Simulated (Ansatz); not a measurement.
## TiC: from a starting cell to a relaxed one

The start is a randomly generated symmetric cell of TiC (space group No. 29). The cell and all atomic positions are relaxed at zero pressure with PBE (plane waves to 420 eV, PAW, scalar-relativistic; Ansatz, a program for electronic structure). First-step values are on the input's coarse k-mesh.

Ansatz input (later rounds restart from its end on a renewed k-mesh):
Ansatz 0.2 input:
```yaml
crystal:
  lattice:
    - [5.1717851, 0, 0]
    - [0, 2.9761456, 0]
    - [0, 0, 5.7892007]
  atoms:
    - { symbol: C, position: [0.5195206, 0.3986121, 0.18762357] }
    - { symbol: C, position: [0.4804794, 0.6013879, 0.68762357] }
    - { symbol: C, position: [0.0195206, 0.6013879, 0.18762357] }
    - { symbol: C, position: [0.9804794, 0.3986121, 0.68762357] }
    - { symbol: Ti, position: [0.8544861, 0.87844201, 0.35691437] }
    - { symbol: Ti, position: [0.1455139, 0.12155799, 0.85691437] }
    - { symbol: Ti, position: [0.3544861, 0.12155799, 0.35691437] }
    - { symbol: Ti, position: [0.6455139, 0.87844201, 0.85691437] }
basis: { ecutwfc: 420, ecutrho_ratio: 4, xc_grid: 2, fft_grid_basis: typed }
kpoints: { mp_grid: { grid: [5, 8, 4] } }
hamiltonian:
  xc: pbe
  dispersion: none
  pseudopotentials: { azcp: { folder: ./paw }, kind: paw }
scf: { occupations: { method: fermi_dirac, width: 0.05 } }
relax: { f_tol: 0.01, max_steps: 100, cell: { stress_tol: 0.02 } }
output: { forces: true, stress: true }
```

```json
{
  "outcome": "The space group goes from Pca2₁ (No. 29) to P6₃/mmc (No. 194); the end is NiAs type, with 4 atoms in the primitive cell",
  "energy_released": "about 1.9 eV/atom",
  "volume_change": "-8.8 %, from 11.14 to 10.16 Å³/atom",
  "Shortest distances (start → end)": "The closest pairs of elements (up to four, under 3.6 Å), start → end: C–Ti 1.54 → 2.17 Å; C–C 2.66 → 2.36 Å; Ti–Ti 2.69 → 2.98 Å",
  "optimiser_moves": "26"
}
```

The end point of the relaxation:

```cif
data_C2Ti2
_chemical_formula_sum 'C2 Ti2'
_space_group_name_H-M_alt 'P63/mmc'
_space_group_IT_number 194
_space_group_name_Hall '-P 6c 2c'
_cell_length_a 3.15607
_cell_length_b 3.15607
_cell_length_c 4.71021
_cell_angle_alpha 90.000
_cell_angle_beta 90.000
_cell_angle_gamma 120.000
loop_
_atom_site_label
_atom_site_type_symbol
_atom_site_symmetry_multiplicity
_atom_site_Wyckoff_symbol
_atom_site_fract_x
_atom_site_fract_y
_atom_site_fract_z
_atom_site_occupancy
C1 C 2 a 0.00000 0.00000 0.00000 1
Ti1 Ti 2 d 0.66667 0.33333 0.25000 1
```

Final values are on a 17×17×10 k-mesh of the relaxed cell. The start holds a very short contact (Ti–C 1.54 Å). No spin polarisation in the result.

The run could not lose the symmetry of its start: the end is stationary, and may be a saddle point rather than a minimum.

The relaxed structure here is a generated cell of TiC: the first start was made by a random draw of sites in a space group, and the end was not matched to a known phase here, so it may be hypothetical. Known forms of TiC include space group No. 225.
